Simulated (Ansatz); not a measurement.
LiCrF$_{3}$ in Ansatz, relaxation

input.yaml:

```yaml
crystal:
  lattice:
    - [2.94462122, 0.0, 0.0]
    - [1.4723111, -4.79019224, 0.0]
    - [0.0, 0.0, -6.9996864]
  atoms:
    - { symbol: Li, position: [0.7457, 0.5086, 0.75] }
    - { symbol: Li, position: [0.2543, 0.4914, 0.25] }
    - { symbol: Cr, position: [0.0, 0.0, 0.0], spin: 3.0 }
    - { symbol: Cr, position: [0.0, 0.0, 0.5], spin: 3.0 }
    - { symbol: F, position: [0.0842, 0.8316, 0.75] }
    - { symbol: F, position: [0.9158, 0.1684, 0.25] }
    - { symbol: F, position: [0.6278, 0.7444, 0.0563] }
    - { symbol: F, position: [0.3722, 0.2556, 0.5563] }
    - { symbol: F, position: [0.3722, 0.2556, 0.9437] }
    - { symbol: F, position: [0.6278, 0.7444, 0.4437] }
  symmetry: { detect: false, time_reversal: true }
kpoints:
  mp_grid: { grid: [6, 6, 3], shift: [0, 0, 0] }
magnetization:
  spin_polarized: true
scf:
  occupations: { method: fermi_dirac, width: 0.0843 }
  lower_state_search: "off"
hamiltonian:
  pseudopotentials: { kind: paw }
  xc: pbe
basis:
  ecutwfc: 420
  fft_grid_basis: typed
relax:
  max_steps: 40
  cell: { p_target: 0.0 }
output:
  forces: true
  stress: true
  eigenvalues: true
  bader: true
  populations: true
  elf: true
  write_potential: true
  volumetric_format: npy
  dos:
    e_range: [-12, 8]
    de: 0.05
    projected: { site_lists: { Cr: [Cr], F: [F], Li: [Li] } }
  write_density: true
checkpoint:
  read: saved_state
```

Run with:

```bash
ansatz run input.yaml --threads 2 --pin off --max-ram 4096MiB --backend cpu --events-out ev --progress --plain --runs-dir out
```

Origin of the cell: a known structure type with other elements, at an estimated volume, so it need not be a known compound.

The saved state is a converged single point of the same cell, with its larger moments on Cr3 up, Cr4 up.

The program first moved the atoms by about 0.01 Å at random, to leave a saddle point that the symmetry would hold.

Excerpt of the output:

```
the start keeps a symmetry that the run doesn't impose, so 10 atoms are moved at random by 1.00e-2 Å, to let the relaxation leave a saddle point. relax.escape_saddle: false keeps them in place
Pseudopotentials: kind: paw
Pseudopotential: Li, paw, valence charge 3, recommended cutoff 420 eV (normal), Li.paw.azcp
Pseudopotential: Cr, paw, valence charge 14, recommended cutoff 420 eV (normal), Cr.paw.azcp
Pseudopotential: F, paw, valence charge 7, recommended cutoff 420 eV (normal), F.paw.azcp
Functional definition: PBE
  exchange = pbe_x(kappa = kappa, mu = beta*pi^2/3)
  correlation = pbe_c(beta = beta)
Crystal: 10 atoms, lattice volume = 98.733 Å³
Basis set: ecut = 420 eV, 1931 PW (Γ), exchange–correlation on 40×72×96 points (8 copies of the dense FFT grid, shifted against one another)
Bands: 51, of which v1, the nominal top of the filled ones, is band 38 counted from 1 (37 counted from 0)
[… 10 lines left out …]
Starting moments: Σ|m| = 6 μB on 2 of 10 sites; this step starts from the density that it was given
Functional: x = pbe(κ = 0.804, μ = 0.219515), c = pbe(β = 0.066725)
SCF iter   1: F=—  HF=-12019.962171 eV  Δρ=7.50e-3  dr2=8.22e-3  dr2_m=7.96e-3  M=7.994 μB ∫|m|=8.017 μB
SCF iter   2: F=—  HF=-12020.123056 eV  Δρ=4.30e-3  dr2=4.19e-3  dr2_m=1.63e-4  M=7.994 μB ∫|m|=8.016 μB
SCF iter   3: F=—  HF=-12020.244347 eV  Δρ=5.15e-4  dr2=2.36e-4  dr2_m=4.12e-5  M=7.994 μB ∫|m|=8.017 μB
SCF iter   4: F=—  HF=-12020.244837 eV  Δρ=3.11e-4  dr2=1.42e-4  dr2_m=1.62e-5  M=7.994 μB ∫|m|=8.017 μB
SCF iter   5: F=—  HF=-12020.244909 eV  Δρ=4.51e-4  dr2=3.87e-4  dr2_m=4.24e-5  M=7.994 μB ∫|m|=8.017 μB
SCF iter   6: F=—  HF=-12020.244929 eV  Δρ=1.29e-4  dr2=6.41e-5  dr2_m=1.88e-6  M=7.994 μB ∫|m|=8.017 μB
[… 2 lines left out …]
SCF iter   9: F=—  HF=-12020.244371 eV  Δρ=1.88e-4  dr2=3.22e-5  dr2_m=1.20e-5  M=7.994 μB ∫|m|=8.017 μB
SCF iter  10: F=—  HF=-12020.244377 eV  Δρ=3.03e-4  dr2=1.92e-4  dr2_m=1.70e-5  M=7.994 μB ∫|m|=8.017 μB  recentre
SCF iter  11: F=—  HF=-12020.244372 eV  Δρ=1.09e-4  dr2=9.01e-6  dr2_m=4.48e-6  M=7.994 μB ∫|m|=8.017 μB
SCF iter  12: F=—  HF=-12020.244375 eV  Δρ=1.04e-5  dr2=1.84e-7  dr2_m=3.31e-8  M=7.994 μB ∫|m|=8.017 μB
SCF iter  13: F=—  HF=-12020.244375 eV  Δρ=1.11e-5  dr2=2.14e-7  dr2_m=2.75e-8  M=7.994 μB ∫|m|=8.017 μB
SCF iter  14: F=-12020.244375 eV  HF=-12020.244375 eV  Δρ=6.83e-6  dr2=9.44e-8  dr2_m=1.03e-8  M=7.994 μB ∫|m|=8.017 μB
relax step   1: F+E_penalty+E_count = -12020.243685 eV  Δ(F+E_penalty+E_count) = +0.000e0 eV  max|allowed force component| = 2.362e0 eV/Å  Δτ_max = 0.0000 Å  P = +25.290 GPa  Ω = 98.733 Å³  ( […]
relax step   2: F+E_penalty+E_count = -12021.466704 eV  Δ(F+E_penalty+E_count) = -1.223e0 eV  max|allowed force component| = 9.725e-1 eV/Å  Δτ_max = 0.0567 Å  P = +10.249 GPa  Ω = 104.863 Å³ […]
relax step   3: F+E_penalty+E_count = -12021.817872 eV  Δ(F+E_penalty+E_count) = -3.512e-1 eV  max|allowed force component| = 4.794e-1 eV/Å  Δτ_max = 0.0585 Å  P = +1.003 GPa  Ω = 110.927 Å³ […]
relax step   4: F+E_penalty+E_count = -12021.877472 eV  Δ(F+E_penalty+E_count) = -5.960e-2 eV  max|allowed force component| = 2.775e-1 eV/Å  Δτ_max = 0.1256 Å  P = -1.224 GPa  Ω = 110.324 Å³ […]
relax step   5: F+E_penalty+E_count = -12021.928395 eV  Δ(F+E_penalty+E_count) = -5.092e-2 eV  max|allowed force component| = 3.275e-1 eV/Å  Δτ_max = 0.0744 Å  P = -1.019 GPa  Ω = 110.236 Å³ […]
relax step   6: F+E_penalty+E_count = -12021.979007 eV  Δ(F+E_penalty+E_count) = -5.061e-2 eV  max|allowed force component| = 4.038e-1 eV/Å  Δτ_max = 0.0473 Å  P = -0.707 GPa  Ω = 110.187 Å³ […]
relax step   7: F+E_penalty+E_count = -12022.087613 eV  Δ(F+E_penalty+E_count) = -1.086e-1 eV  max|allowed force component| = 6.120e-1 eV/Å  Δτ_max = 0.1954 Å  P = +2.180 GPa  Ω = 109.847 Å³ […]
relax step   8: F+E_penalty+E_count = -12022.186231 eV  Δ(F+E_penalty+E_count) = -9.862e-2 eV  max|allowed force component| = 6.975e-1 eV/Å  Δτ_max = 0.0444 Å  P = +2.650 GPa  Ω = 110.330 Å³ […]
relax step   9: F+E_penalty+E_count = -12022.289987 eV  Δ(F+E_penalty+E_count) = -1.038e-1 eV  max|allowed force component| = 3.287e-1 eV/Å  Δτ_max = 0.1965 Å  P = -3.279 GPa  Ω = 116.394 Å³ […]
relax step  10: F+E_penalty+E_count = -12022.397801 eV  Δ(F+E_penalty+E_count) = -1.078e-1 eV  max|allowed force component| = 1.544e-1 eV/Å  Δτ_max = 0.0517 Å  P = -0.507 GPa  Ω = 112.907 Å³ […]
relax step  11: F+E_penalty+E_count = -12022.452170 eV  Δ(F+E_penalty+E_count) = -5.437e-2 eV  max|allowed force component| = 1.176e-1 eV/Å  Δτ_max = 0.1255 Å  P = -0.018 GPa  Ω = 112.090 Å³ […]
relax step  12: F+E_penalty+E_count = -12022.482750 eV  Δ(F+E_penalty+E_count) = -3.058e-2 eV  max|allowed force component| = 2.841e-1 eV/Å  Δτ_max = 0.1531 Å  P = -0.034 GPa  Ω = 110.905 Å³ […]
[… 15 lines left out …]
relax step  28: F+E_penalty+E_count = -12023.026882 eV  Δ(F+E_penalty+E_count) = -2.522e-4 eV  max|allowed force component| = 2.907e-3 eV/Å  Δτ_max = 0.0026 Å  P = -0.008 GPa  Ω = 116.802 Å³ […]
relax step  29: F+E_penalty+E_count = -12023.107483 eV  Δ(F+E_penalty+E_count) = -8.060e-2 eV  max|allowed force component| = 6.256e-3 eV/Å  Δτ_max = 0.0000 Å  P = +0.629 GPa  Ω = 116.802 Å³  stress off target by 1.30e0 GPa […]
relax step  30: F+E_penalty+E_count = -12023.102770 eV  Δ(F+E_penalty+E_count) = +4.713e-3 eV  max|allowed force component| = 1.232e-1 eV/Å  Δτ_max = 0.0745 Å  P = +0.097 GPa  Ω = 118.849 Å³ […]
relax step  31: F+E_penalty+E_count = -12023.111263 eV  Δ(F+E_penalty+E_count) = -8.493e-3 eV  max|allowed force component| = 3.510e-2 eV/Å  Δτ_max = 0.0495 Å  P = -0.091 GPa  Ω = 118.845 Å³ […]
relax step  32: F+E_penalty+E_count = -12023.114194 eV  Δ(F+E_penalty+E_count) = -2.932e-3 eV  max|allowed force component| = 2.271e-2 eV/Å  Δτ_max = 0.0192 Å  P = +0.076 GPa  Ω = 118.481 Å³ […]
relax step  33: F+E_penalty+E_count = -12023.113861 eV  Δ(F+E_penalty+E_count) = +3.329e-4 eV  max|allowed force component| = 1.868e-2 eV/Å  Δτ_max = 0.0237 Å  P = -0.052 GPa  Ω = 118.660 Å³ […]
relax step  34: F+E_penalty+E_count = -12023.114077 eV  Δ(F+E_penalty+E_count) = -2.154e-4 eV  max|allowed force component| = 6.138e-3 eV/Å  Δτ_max = 0.0139 Å  P = +0.006 GPa  Ω = 118.686 Å³ […]
relax step  35: F+E_penalty+E_count = -12023.125421 eV  Δ(F+E_penalty+E_count) = -1.134e-2 eV  max|allowed force component| = 6.390e-3 eV/Å  Δτ_max = 0.0000 Å  P = +0.085 GPa  Ω = 118.686 Å³  stress off target by 2.60e-1 GPa […]
relax step  36: F+E_penalty+E_count = -12023.125109 eV  Δ(F+E_penalty+E_count) = +3.121e-4 eV  max|allowed force component| = 7.616e-3 eV/Å  Δτ_max = 0.0076 Å  P = -0.001 GPa  Ω = 118.953 Å³ […]
relax step  37: F+E_penalty+E_count = -12023.126451 eV  Δ(F+E_penalty+E_count) = -1.342e-3 eV  max|allowed force component| = 7.576e-3 eV/Å  Δτ_max = 0.0000 Å  P = +0.007 GPa  Ω = 118.953 Å³  stress off target by 8.29e-2 GPa […]
relax step  38: F+E_penalty+E_count = -12023.125822 eV  Δ(F+E_penalty+E_count) = +6.288e-4 eV  max|allowed force component| = 2.901e-3 eV/Å  Δτ_max = 0.0029 Å  P = -0.004 GPa  Ω = 119.135 Å³ […]
relax step  39: F+E_penalty+E_count = -12023.126555 eV  Δ(F+E_penalty+E_count) = -7.322e-4 eV  max|allowed force component| = 2.939e-3 eV/Å  Δτ_max = 0.0000 Å  P = -0.000 GPa  Ω = 119.135 Å³  stress off target by 2.33e-2 GPa […]
SCF 40 converged in 7 iterations: F = -12023.126555 eV  dr2 = 4.35e-12
basis re-selected at this cell: Δ(F+E_penalty+E_count) = -7.322e-4 eV, ΔP = +0.004 GPa vs the last step (what re-selecting the basis moved, of the pressure what is left beyond the Pulay corre […]
SCF converged after 7 iterations
Magnetization: 8.0000 μB (42.0000 up, 34.0000 down)
Absolute magnetization: 8.1141 μB (∫|ρ↑−ρ↓|, with the PAW one-centre terms)
Spin contamination: 0.0180 ħ² per cell (⟨S²⟩ above its minimum at these occupations)
Per-site moments (μB) at R_I (Å): [(0.000848, 0.831328), (0.000848, 0.831368), (3.080724, 0.824547), (2.959947, 0.806826), (0.032056, 0.815242), (0.032052, 0.815239), (0.019299, 0.824551), (0 […]
Free energy (F): -12023.126555 eV
Harris-Foulkes:  -12023.126555 eV  (|F-HF|=2.00e-11)
Internal energy: -12023.121016 eV  (E = F + TS)
E sigma→0 (E₀):  -12023.123785 eV
Entropy (-TS):   -0.005538 eV (-0.554 meV/atom)
Fermi energy:    6.734816 eV
--- Per-component energies (eV) ---
  E_band       = -1016.631349
  E_kinetic    = 1965.015519
  E_local      = -7987.580062  (includes V_loc(G=0)·N_el)
  E_nonlocal   = 546.648539
  E_hartree    = 3182.405440
  E_xc         = -775.294837
  E_vxc        = -991.422416  (∫ρ·V_xc dr)
  E_paw        = -3645.552940  (= ΣΔE_a)
  E_vpaw       = -914.116898  (= ΣTr[D̂ρ^β])
  E_aug_tail   = 0.013095  (compensation charges beyond the density's cutoff)
  E_ewald      = -5308.775771
  E_smearing   = -0.005538  (= −TS)
  Σ components = -12023.126555   (vs F -12023.126555, Δ=0.00e0)
--- Forces (eV/Å), atoms counted from 1 ---
  atom   1  Li    -0.000891     0.000149     0.000451
  atom   2  Li     0.000946    -0.000200    -0.000417
  atom   3  Cr    -0.000012     0.000305     0.000083
  atom   4  Cr     0.000112    -0.000151     0.000006
  atom   5  F      0.000464     0.000945    -0.000311
  atom   6  F     -0.000331    -0.001520     0.000484
  atom   7  F     -0.000219     0.002691    -0.001419
  atom   8  F     -0.000129    -0.002552    -0.000818
  atom   9  F      0.000183    -0.002607     0.000389
  atom  10  F     -0.000125     0.002939     0.001552
  max |Σ_I F_I| component: 3.49e-7 eV/Å
--- Stress (GPa, compression-positive) ---
       -0.002032       0.014596       0.008541
        0.014595       0.009702       0.007379
        0.008542       0.007383      -0.009069
  P = ⅓ Tr σ = -0.0005 GPa (-0.005 kbar)
--- Relaxed structure (34 steps of the walk, 33 accepted, 5 SCFs on fresh bases) ---
  F+E_penalty+E_count = -12023.126555 eV   max|allowed force component| = 2.939e-3 eV/Å   (the final SCF, on the basis selected at the relaxed cell)
  cell:  # Å, volume = 119.1354 Å³
    - [3.043306, 0.363782, -0.333178]
    - [0.929868, -5.087432, -0.482517]
    - [0.792000, -0.461651, -7.657714]
  atoms:
    - { symbol: Li, position: [0.599586, 0.504412, 0.686403] }
    - { symbol: Li, position: [0.400588, 0.494077, 0.312863] }
    - { symbol: Cr, position: [8.885e-5, -0.000734, -0.000385] }
    - { symbol: Cr, position: [9.149e-5, -0.000763, 0.499644] }
    - { symbol: F, position: [0.050876, 0.753768, 0.720947] }
    - { symbol: F, position: [0.949307, 0.244689, 0.278336] }
    - { symbol: F, position: [0.478492, 0.767184, 0.090339] }
    - { symbol: F, position: [0.228196, 0.289129, 0.582370] }
    - { symbol: F, position: [0.521694, 0.231336, 0.908878] }
    - { symbol: F, position: [0.771995, 0.709348, 0.416916] }
--- Löwdin populations: 10 sites ---
  site symbol       q [e]    m [muB]
     0     Li      2.2290     0.0102
     1     Li      2.2290     0.0102
     2     Cr     12.7840     3.8552
     3     Cr     12.8833     3.8118
     4      F      7.6172     0.0398
     5      F      7.6172     0.0398
     6      F      7.5480     0.0272
     7      F      7.6122     0.0426
     8      F      7.5480     0.0273
     9      F      7.6122     0.0426
  spilling = 0.004211 (of n_electrons = 76.000000)
--- Bader charges: 10 sites ---
  site symbol  charge [e]  shift [e]    m [muB]
     0     Li      0.9153     0.0007     0.0008
     1     Li      0.9153     0.0007     0.0008
     2     Cr      1.5230     0.0001     3.7582
     3     Cr      1.4545     0.0006     3.7142
     4      F     -0.8171     0.0004     0.0884
     5      F     -0.8171     0.0004     0.0883
     6      F     -0.7637     0.0002     0.0839
     7      F     -0.8232     0.0005     0.0907
     8      F     -0.7637     0.0002     0.0839
     9      F     -0.8232     0.0005     0.0907
  estimated error of the sums over rays = 1.8e-4 e
```

Before:

Space group Cmcm (No. 63); the run's cell has a = 2.945 Å, b = 5.011 Å, c = 7.000 Å, α = 90.00°, β = 90.00°, γ = 72.91°. Shortest distances: Cr–F 1.93 Å, F–Li 2.14 Å, F–F 2.57 Å, Li–Li 2.94 Å, Cr–Cr 2.94 Å, Cr–Li 3.00 Å.

The relaxed structure.

Space group P-1 (No. 2); the run's cell has a = 3.083 Å, b = 5.194 Å, c = 7.712 Å, α = 80.26°, β = 78.37°, γ = 85.92°. Shortest distances: Cr–F 1.96 Å, F–Li 2.02 Å, F–F 2.57 Å, Cr–Li 2.95 Å, Li–Li 3.07 Å, Cr–Cr 3.08 Å.

* Free energy lowered by: 288.3 meV/atom
* Volume change: 20.66 %
* Final pressure: 0.00 GPa
* Relaxation steps listed: 39
* Gap on the mesh: 0.59 eV
* Site moments at the end (small spheres, which read low): Cr3 +3.1, Cr4 +3.0 μB
* Total moment: 8.00 μB

Caveats: the magnetic state was chosen at the start cell and may not be the lowest after relaxing; the program displaced the start to leave a saddle point.

The run took 10 min on 2 threads of AMD EPYC 9R45 96-Core Processor (Zen 5), on a shared host, peak memory 0.81 GiB, from a saved density.
